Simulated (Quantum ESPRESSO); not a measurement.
```xyz
8
Lattice="4.1086 0.0000 0.0000 0.0000 4.1086 0.0000 0.0000 0.0000 9.1301" Properties=species:S:1:pos:R:3 pbc="T T T"
F      2.0543     2.0543     0.0000
F      0.0000     0.0000     0.0000
S      0.0000     2.0543     2.8147
S      2.0543     0.0000     6.3154
Sr     0.0000     2.0543     7.7053
Sr     2.0543     0.0000     1.4248
Ag     2.0543     2.0543     4.5651
Ag     0.0000     0.0000     4.5651
```

The geometry is that of Materials Project entry mp-1078562, symmetrised and not relaxed again.

**Question.** What does LDA (pw.x of Quantum ESPRESSO, ONCV potentials, scalar-relativistic) give for the electronic structure near the Fermi level?

**Answer.** The LDA gap is direct, 1.01 eV at Γ. Another valence extremum on the path lies within 0.02 eV, too close to call. Spin-orbit splittings are left out.

The structure is a Materials Project entry; no match was found in the copy of COD used, and its stability was not checked.
